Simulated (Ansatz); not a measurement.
AlPd (rock salt), relaxed and computed with several functionals in Ansatz (plane waves, PAW).

```csv
functional,a (Å),ΔH_f (eV/atom),B₀ by P(V) fit (GPa)
PBEsol,5.068,-0.39,122
PBE,5.130,-0.42,109
r²SCAN,5.089,-0.38,118
```

Typed or built starts, not in the databases checked: AlPd, rock salt. Unstable at this level: AlPd, rock salt with PBEsol; AlPd, rock salt with r²SCAN. All cells were relaxed under the symmetry of their starts (and spin orders); stability against distortions was not tested throughout. Rows with no word on spin ran without spin polarisation. Spin–orbit coupling is left out wherever it is not named.

Potentials: the later of the program's two PAW sets.

Ansatz (a program for electronic structure) is a plane-wave DFT program.

Formation energies count from the lowest solids of the elements computed at the same level, not from gases.
